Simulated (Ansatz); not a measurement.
ZrSi2:
```cif
data_Si4Zr2
_chemical_formula_sum 'Si4 Zr2'
_space_group_name_H-M_alt 'P 1'
_space_group_IT_number 1
_cell_length_a 7.62808
_cell_length_b 7.62808
_cell_length_c 3.67667
_cell_angle_alpha 90.000
_cell_angle_beta 90.000
_cell_angle_gamma 151.883
loop_
_space_group_symop_operation_xyz
  'x, y, z'
loop_
_atom_site_label
_atom_site_type_symbol
_atom_site_fract_x
_atom_site_fract_y
_atom_site_fract_z
_atom_site_occupancy
Si1 Si 0.94688 0.05312 0.75000 1
Si2 Si 0.05312 0.94688 0.25000 1
Si3 Si 0.24975 0.75025 0.75000 1
Si4 Si 0.75025 0.24975 0.25000 1
Zr1 Zr 0.60540 0.39460 0.75000 1
Zr2 Zr 0.39460 0.60540 0.25000 1
```

Relaxed with PBE.

### Question
Which orbitals make up the states near the Fermi level in PBE (plane waves, PAW; program Ansatz)?

### Answer
Within 0.5 eV of the Fermi level: Zr 4d 54 %, Si 3p 34 %, Si 3s 7 %. Projections are on Löwdin-orthogonalised atomic valence shells; empty p or d shells of many metals are not among them.

### Question
Tabulate the density of states.

### Answer
States/eV per cell of 6 atoms, in 0.25 eV bins, energy from the Fermi level.

| E (eV) | total | Zr 4d | Si 3p | Si 3s |
|---|---|---|---|---|
| -7.85 | 1.29 | 0.21 | 0.37 | 0.66 |
| -7.60 | 1.47 | 0.25 | 0.42 | 0.73 |
| -7.35 | 1.82 | 0.31 | 0.46 | 0.95 |
| -7.10 | 1.80 | 0.32 | 0.50 | 0.88 |
| -6.85 | 1.48 | 0.30 | 0.39 | 0.72 |
| -6.60 | 1.08 | 0.23 | 0.26 | 0.54 |
| -6.35 | 1.03 | 0.19 | 0.30 | 0.48 |
| -6.10 | 0.93 | 0.16 | 0.31 | 0.40 |
| -5.85 | 1.16 | 0.18 | 0.55 | 0.33 |
| -5.60 | 1.08 | 0.17 | 0.66 | 0.17 |
| -5.35 | 1.63 | 0.27 | 0.97 | 0.26 |
| -5.10 | 2.63 | 0.45 | 1.59 | 0.35 |
| -4.85 | 2.16 | 0.41 | 1.32 | 0.24 |
| -4.60 | 1.96 | 0.38 | 1.19 | 0.23 |
| -4.35 | 2.19 | 0.46 | 1.32 | 0.24 |
| -4.10 | 2.50 | 0.57 | 1.52 | 0.23 |
| -3.85 | 3.23 | 0.79 | 1.96 | 0.25 |
| -3.60 | 2.89 | 0.72 | 1.79 | 0.21 |
| -3.35 | 3.65 | 0.95 | 2.30 | 0.22 |
| -3.10 | 4.40 | 1.31 | 2.67 | 0.22 |
| -2.85 | 5.50 | 1.79 | 3.28 | 0.20 |
| -2.60 | 4.68 | 1.92 | 2.43 | 0.16 |
| -2.35 | 4.56 | 1.87 | 2.42 | 0.11 |
| -2.10 | 5.81 | 2.53 | 2.96 | 0.13 |
| -1.85 | 4.29 | 2.09 | 1.94 | 0.12 |
| -1.60 | 3.13 | 1.62 | 1.32 | 0.09 |
| -1.35 | 2.39 | 1.31 | 0.92 | 0.07 |
| -1.10 | 2.03 | 1.17 | 0.73 | 0.06 |
| -0.85 | 1.50 | 0.86 | 0.54 | 0.05 |
| -0.60 | 1.36 | 0.75 | 0.51 | 0.05 |
| -0.35 | 0.84 | 0.49 | 0.31 | 0.02 |
| -0.10 | 1.02 | 0.63 | 0.30 | 0.04 |
| 0.15 | 2.18 | 1.16 | 0.70 | 0.19 |
| 0.40 | 2.79 | 1.41 | 0.96 | 0.24 |
| 0.65 | 2.92 | 1.60 | 0.87 | 0.24 |
| 0.90 | 2.84 | 1.58 | 0.76 | 0.26 |
| 1.15 | 2.78 | 1.43 | 0.82 | 0.28 |
| 1.40 | 3.03 | 1.60 | 0.80 | 0.31 |
| 1.65 | 4.18 | 2.09 | 1.10 | 0.44 |
| 1.90 | 4.53 | 2.15 | 1.15 | 0.55 |
| 2.15 | 4.48 | 2.23 | 1.11 | 0.50 |
| 2.40 | 4.09 | 2.09 | 1.01 | 0.43 |
| 2.65 | 4.70 | 2.56 | 1.04 | 0.47 |
| 2.90 | 5.65 | 3.20 | 1.13 | 0.53 |
| 3.15 | 5.71 | 3.24 | 1.13 | 0.53 |
| 3.40 | 5.34 | 2.77 | 1.19 | 0.56 |
| 3.65 | 4.76 | 2.23 | 1.19 | 0.49 |
| 3.90 | 4.76 | 2.04 | 1.26 | 0.48 |
| 4.15 | 4.06 | 1.65 | 1.15 | 0.41 |
| 4.40 | 4.32 | 1.62 | 1.28 | 0.38 |

Space group Cmcm. The PBE relaxation kept the symmetry of its start. No spin polarisation was allowed. Scalar-relativistic: spin–orbit coupling is off unless named, which matters more the heavier the elements.

Potentials: the later of the program's two PAW sets.
